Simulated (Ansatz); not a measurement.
The elements of this relaxed trial crystal are hidden behind letters.

```
lattice vectors (Å)
  -2.2474    2.2474    9.5881
   2.2474   -2.2474    9.5881
   2.2474    2.2474   -9.5881
fractional positions
X 0.6705 0.6705 0.0000
X 0.3295 0.3295 0.0000
X 0.0795 0.5795 0.5000
X 0.4205 0.9205 0.5000
Z 0.0000 0.0000 0.0000
Z 0.7500 0.2500 0.5000
```

Computed with DFT PBE, scalar-relativistic, plane waves, PAW (Ansatz 0.2.0). Cutoff 420 eV, Γ-centred 12×12×12 mesh (6-atom cell), Gaussian smearing of 0.10 eV, no spin polarisation.

- Space group: I4_1/amd (No. 141)
- Conventional cell: a = 4.495 Å, c = 19.176 Å
- Volume per atom: 32.28 Å³
- Density: 5.32 g/cm³
- Formation energy: +0.04 eV/atom
- Gap on the 12×12×12 mesh of the 6-atom cell: 0 eV (a metal)

Energies are uncorrected and count from the elements' standard states at the same level.

Q: X is a p-block element of period 5 and Z is a p-block element of period 4. Which elements are they?

A: X = Sn, Z = Ge, so the formula is Sn2Ge. Density times volume gives a mean mass of 5.32 × 32.28/1.6605 = 103.4 u per atom, and this set has 103.4 u. Sn has 2 Ge at 2.72 Å and 2 Sn at 2.84 Å; Ge is surrounded by 4 Sn at 2.72 Å. Other sets within the hints have nearly the same mass, so mass alone doesn't settle it; this one was computed.

The zero gap may come from the functional, which often closes small gaps. A structure relaxed within its symmetry needn't be a true minimum.
